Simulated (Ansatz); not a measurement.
Na (Im-3m), clamped-ion strain scan

The calculation used Ansatz 0.2.0, DFT PBEsol, scalar-relativistic, plane waves, PAW. The runs took a 420 eV cutoff, a Γ-centred 16×16×16 mesh and Gaussian smearing (0.15 eV). No spin polarisation. Energies are free energies at this smearing, counted from the undisturbed cell; pressure is positive in compression.

Zero of the scan (as given, not relaxed at this level; it stands at -0.3 GPa):

```
Na
1.0
    -2.11750    2.11750    2.11750
     2.11750   -2.11750    2.11750
     2.11750    2.11750   -2.11750
Na
1
Direct
  0.00000 0.00000 0.00000
```

The cell is strained by ε times the Voigt pattern (1, 1, 0, 0, 0, 0) (xx, yy, zz, yz, xz, xy; engineering shear) with fractional coordinates fixed. The cell is metallic on the mesh throughout.

```tsv
ε	ΔE (meV/atom)
-0.0600	4.2
-0.0450	0.4
-0.0300	-1.5
-0.0150	-1.6
0.0000	0.0
0.0150	3.1
0.0300	7.5
0.0450	13.3
0.0525	16.5
0.0600	20.1
```

Question: Predict the stress summed along the pattern (GPa, tension positive) at each point.

Answer:
```tsv
ε	stress summed along the pattern (GPa, tension positive)
-0.0600	-1.46
-0.0450	-0.83
-0.0300	-0.27
-0.0150	0.22
0.0000	0.66
0.0150	1.05
0.0300	1.39
0.0450	1.69
0.0525	1.83
0.0600	1.96
```